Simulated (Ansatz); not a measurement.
TiC (rock salt)

```
CELL_PARAMETERS angstrom
      0.00000     2.16633     2.16633
      2.16633     0.00000     2.16633
      2.16633     2.16633     0.00000
ATOMIC_POSITIONS crystal
  C  0.00000 0.00000 0.00000
  Ti 0.50000 0.50000 0.50000
```

The slice is a {100} plane (indices of the conventional cell) through the point (0.500, 0.500, 0.500) (fractional), spanned by u = [100] and v = [0 1 -1] in vectors of this cell: u (3.06 Å) and v (3.06 Å, at 90° to u). It covers one period; positions are fractions (u, v).

Calculation: PBE (plane waves to 420 eV, PAW, scalar-relativistic; Ansatz, a quantum-chemistry and plane-wave program). k mesh 18×18×18. Inside the PAW spheres the values are not all-electron values, and peaks at nuclei hang on which shells count as valence. The PAW data are Ansatz's earlier set. TiC is run without spin polarisation. TiC was relaxed with its symmetry unable to fall.

Q: What is the valence density on the shortest C–Ti line in this plane (2.17 Å), at its midpoint?

A: 0.51 e/Å³.

Q: What is the ELF at the midpoint of the shortest C–Ti line in this plane (2.17 Å)?

A: 0.26.

Q: Sketch the electron localisation function (ELF) on this plane as a map.

A: 
| v \ u | 0.00 | 0.12 | 0.25 | 0.38 | 0.50 | 0.62 | 0.75 | 0.88 |
|---|---|---|---|---|---|---|---|---|
| 0.88 | x | 0.76 | 0.30 | 0.24 | 0.52 | 0.24 | 0.30 | 0.76 |
| 0.75 | 0.44 | 0.30 | 0.26 | 0.73 | 0.80 | 0.73 | 0.26 | 0.30 |
| 0.62 | 0.09 | 0.24 | 0.73 | 0.72 | x | 0.72 | 0.73 | 0.24 |
| 0.50 | 0.22 | 0.52 | 0.80 | x | x | x | 0.80 | 0.52 |
| 0.38 | 0.09 | 0.24 | 0.73 | 0.72 | x | 0.72 | 0.73 | 0.24 |
| 0.25 | 0.44 | 0.30 | 0.26 | 0.73 | 0.80 | 0.73 | 0.26 | 0.30 |
| 0.12 | x | 0.76 | 0.30 | 0.24 | 0.52 | 0.24 | 0.30 | 0.76 |
| 0.00 | x | x | 0.44 | 0.09 | 0.22 | 0.09 | 0.44 | x |

Values: electron localisation function (ELF). Points within 0.4 Å of a nucleus are blanked (x), as the pseudised field means little there.
